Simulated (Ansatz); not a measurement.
## CrGe₄Mo: a bulk modulus from differences

The structure comes from a generated guess, relaxed at this level; another structure or a mixture of phases may lie lower.

Method: DFT PBE, scalar-relativistic, plane waves, PAW in Ansatz 0.2.0. Cutoff 420 eV, Γ-centred 12×12×6 mesh (6-atom cell), Gaussian smearing of 0.10 eV, no spin polarisation.

```
CELL_PARAMETERS angstrom
3.29024 0.00000 0.00000
0.00000 3.29024 0.00000
0.00000 0.00000 8.17006
ATOMIC_POSITIONS crystal
Cr 0.00000 0.00000 0.00000
Ge 0.00000 0.00000 0.66612
Ge 0.50000 0.50000 0.15628
Ge 0.00000 0.00000 0.33388
Ge 0.50000 0.50000 0.84372
Mo 0.50000 0.50000 0.50000
```

The cell was set to several volumes, with shape and atoms relaxed at each where symmetry leaves them free. Pressure is positive in compression, and energies count from the lowest row. No row has a gap on its mesh.

| row | V (Å³/atom) | P (GPa) | ΔE (meV/atom) |
| --- | --- | --- | --- |
| 1 | 12.972 | 26.14 | 127.5 |
| 2 | 13.414 | 17.81 | 67.2 |
| 3 | 13.857 | ? | ? |
| 4 | 14.299 | 4.93 | 6.5 |
| 5 | 14.741 | -0.01 | 0.0 |
| 6 | 15.183 | -4.16 | 6.0 |
| 7 | 15.625 | -7.63 | 22.5 |
| 8 | 16.215 | -11.37 | 57.9 |

Q: Find B = −V·ΔP/ΔV from rows 4 and 6 and from rows 1 and 2, and from the two its slope B′ and its value B0 at zero pressure.

A: Rows 4 and 6 give −(14.299 + 15.183)/2 × (-4.16 − (4.93))/(15.183 − 14.299) = 151.6 GPa at a mean pressure of 0.38 GPa. Rows 1 and 2 give −(12.972 + 13.414)/2 × (17.81 − (26.14))/(13.414 − 12.972) = 248.6 GPa at a mean pressure of 21.98 GPa. So B′ = (248.6 − 151.6)/(21.98 − (0.38)) = 4.49 and B0 = 151.6 − 4.49 × (0.38) = 149.9 GPa. A third-order Birch–Murnaghan fit to all the energies gives B0 = 150.7 GPa and B′ = 4.8.

Q: Estimate the pressure and energy of row 3.

A: From row 5, V0 = 14.741 × (1 + (-0.01)/149.9) = 14.740 Å³/atom. Murnaghan's form P = (B0/B′)·[(V0/V)^B′ − 1] gives (149.9/4.49) × [(14.740/13.857)^4.49 − 1] = 10.67 GPa; the computed pressure is 10.81 GPa, so the estimate is off by -0.14 GPa. The work of compression from row 4, with the mean of the two pressures, gives ΔE = 6.5 + (10.67 + 4.93)/2 × (14.299 − 13.857)/160.2 × 1000 = 28.0 meV/atom (1 eV/Å³ = 160.2 GPa); the computed value is 28.0 meV/atom.

Trial moments died out on the coarse mesh, so the last step has no spin; another magnetic start might hold. All volumes keep the k mesh of the relaxed cell. A later test with randomly moved atoms came back to the same energy, though modes that don't fit the test's cell weren't probed.
